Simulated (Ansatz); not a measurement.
The start is a relaxed Sb cell displaced along its unstable phonon at q = (½, ½, ½) of its primitive reciprocal cell (130i cm⁻¹), largest move 0.15 Å. Cell shape, volume and atoms are optimised at zero target pressure with r2SCAN (plane waves to 500 eV, PAW, scalar-relativistic; Ansatz, a first-principles code). First-step values are on the input's coarse k-mesh.

Ansatz input (later rounds restart from its end on a renewed k-mesh):
Ansatz 0.2 input:
```yaml
crystal:
  lattice:
    - [4.3627969612, 2.518862, 3.5602056554]
    - [0, 2.518862, 3.5602056554]
    - [2.1813984806, -1.259431, 3.5602056554]
  atoms:
    - { symbol: Sb, position: [0.7359558675, 0.528088265, 0.528088265] }
    - { symbol: Sb, position: [0.2640441325, 0.471911735, 0.471911735] }
basis: { ecutwfc: 500, ecutrho_ratio: 4, xc_grid: 4, fft_grid_basis: typed }
kpoints: { mp_grid: { grid: [11, 11, 11] } }
hamiltonian:
  xc: r2scan
  dispersion: none
  pseudopotentials: { azcp: { folder: ./paw }, kind: paw }
scf: { occupations: { method: fermi_dirac, width: 0.05 } }
relax: { f_tol: 0.01, max_steps: 100, cell: { stress_tol: 0.02 } }
output: { forces: true, stress: true }
```

Question: What pressure does the first self-consistent step give?

Answer: +2.3 GPa (positive: the cell is compressed).

Question: Which atoms feel the largest initial force, and how large is it?

Answer: 0.03 eV/Å, on Sb1, Sb2 (atoms numbered as listed).

Question: How much energy is released per atom?

Answer: 0.02 eV/atom.

Question: How does the volume per atom move from start to end?

Answer: +7.7 %, from 29.34 to 31.61 Å³/atom.

Question: Does it find its way back to the structure it was made from?

Answer: It does not go back: it reaches R-3m (No. 166), AFLOW prototype A_hR2_166_c (A7, as in As), 0.06 eV/atom below the parent.

Question: How do the shortest distances between atoms change?

Answer: The closest pairs of elements (up to four, under 3.6 Å), start → end: Sb–Sb 2.92 → 2.92 Å.

Question: What band gap does the relaxed structure have at this level?

Answer: Zero (metallic).

Question: What does it relax into? Give the structure.

Answer: 
Space group R-3m, hexagonal axes (No. 166); a = b = 4.3420 Å, c = 11.6153 Å, α = β = 90.00°, γ = 120.00°

```tsv
atom	site	symmetry	x	y	z
Sb	6c	3m	0.0000	0.0000	0.2686
```
(The calculation used a cell of 2 atoms; values per cell refer to that cell.)

Final values are on a 13×13×13 k-mesh of the relaxed cell. No spin polarisation in the result.

The run could not lose the symmetry of its start.

Of the parent cell (Pm-3m (No. 221)): it is a generated cell of Sb: the first start was made by placing the elements on the sites of a structure type, and the end was not matched to a known phase here, so it may be hypothetical. Known forms of Sb include space group No. 166.
